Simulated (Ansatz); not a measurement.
GaN (rock salt, space group No. 225) under volume change, r²SCAN (plane waves, PAW; program Ansatz), scaled uniformly.

```
V (Å³/atom)  E − E(relaxed) (meV/atom)  P (GPa)
-----------  -------------------------  -------
8.530                             68.6    28.40
8.812                             28.7    17.33
9.093                              6.8     7.94
9.374                              0.0    -0.01
9.655                              6.1    -6.75
9.936                             23.1   -12.45
10.218                            49.3   -17.26
```

**Question.** What does a third-order Birch–Murnaghan fit give for V₀, B₀ and B′?

**Answer.** V₀ = 9.37 Å³/atom, B₀ = 243 GPa, B′ = 4.5.

Space group Fm-3m (rock salt). This is a known high-pressure phase of the composition, computed here at zero pressure and temperature. Symmetry was held in the r²SCAN relaxation; its stability against distortions is not shown here.

Potentials: the later of the program's two PAW sets.
